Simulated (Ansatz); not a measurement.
# Rigid cleavage in Ta

The calculation used DFT PBEsol, scalar-relativistic, plane waves, PAW (Ansatz 0.2.0). Cutoff 420 eV, Γ-centred 16×10×5 k-points, Gaussian smearing of 0.15 eV. Spin–orbit coupling is left out, which can shift energies with elements as heavy as these. No spin polarisation. Energies are free energies at this smearing, counted from the undisturbed cell; pressure is positive in compression.

The undisturbed cell (as given, not relaxed at this level; it stands at -3.8 GPa):

```xyz
7
Lattice="-1.6513 1.6513 -1.6513 -3.3026 -3.3026 0.0000 -1.6513 4.9538 8.2564" Properties=species:S:1:pos:R:3 pbc="T T T"
Ta   -3.1846   -0.3540   -0.5899
Ta   -1.5333    4.5999    7.6665
Ta   -3.1846   -0.3540    2.7126
Ta   -1.5333    1.2973    1.0614
Ta   -4.8359    1.2973    4.3639
Ta   -3.1846    2.9486    2.7126
Ta   -3.1846    2.9486    6.0152
```

The cut lies on the cell's a–b face, a (-1 1 2) plane (indices in the standard cell, whose axes needn't be the Cartesian ones shown) of area 13.36 Å², between layers 1.35 Å apart. Vector c is lengthened by d along the normal with the atoms' Cartesian places fixed: one unrelaxed cut a cell. The cell is metallic on the mesh throughout.

```
d (Å) energy (J/m²) traction dE/dd (GPa)
-0.30           0.47                 -40.7
-0.15           0.07                 -14.3
 0.00           0.00                   4.0
 0.25           0.36                  22.8
 0.50           1.06                  31.8
 0.75           1.89                  33.9
 1.00           2.71                  31.7
 1.50           4.08                  22.8
 2.00           5.01                  14.8
 3.00           5.96                   5.5
 4.50           6.35                   0.8
 6.00           6.39                   0.1
```

Cost: 12 runs of about 21 core-minutes in all, on Intel Xeon Platinum 8375C (Ice Lake) (shared hosts).